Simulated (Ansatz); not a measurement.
Te:
```
Te
1.0
   -3.19533     3.19533     1.56659
    3.19533    -3.19533     1.56659
    3.19533     3.19533    -1.56659
Te
2
Direct
  0.75000   0.25000   0.50000
  0.00000   0.00000   0.00000
```

Relaxed with r²SCAN. Special points in fractions of this cell's reciprocal vectors: Γ (0.000, 0.000, 0.000); X (0.000, 0.000, 0.500); M (-0.500, 0.500, 0.500); Z (0.310, 0.310, -0.310); Z0 (-0.310, 0.690, 0.310); P (0.250, 0.250, 0.250); N (0.000, 0.500, 0.000).

Q: List the band energies nearest the Fermi level at these points for r²SCAN with spin–orbit coupling in the plane-wave PAW code Ansatz.

A: In eV from the Fermi level; about four levels below and three above (degenerate sets whole), none deeper than 8.9 eV; points with the same levels are listed once.

```csv
k,below,above
Γ,-4.88 -4.88 -4.39 -4.39,0.43 0.43 1.26 1.26
X,-2.41 -2.41 -2.41 -2.41,2.95 2.95 2.95 2.95
M,-6.20 -6.20 -6.20 -6.20,1.99 1.99 1.99 1.99
Z,-4.22 -4.22 -2.67 -2.67,1.70 1.70 1.72 1.72
P,-0.29 -0.29 -0.28 -0.28,5.19 5.19 5.19 5.19
N,-1.08 -1.08 -0.06 -0.06,0.56 0.56 5.22 5.22
```

Space group I4_1/amd (β-Sn type). A made-up cell: these elements were put on the sites of a structure type; neither database checked (COD, Materials Project) lists it. It is not the phase usual at ambient conditions (space group No. 152). The cell was relaxed with r²SCAN under the symmetry of its start; of distortions, only those at the zone centre were tested.

Potentials: the later of the program's two PAW sets.
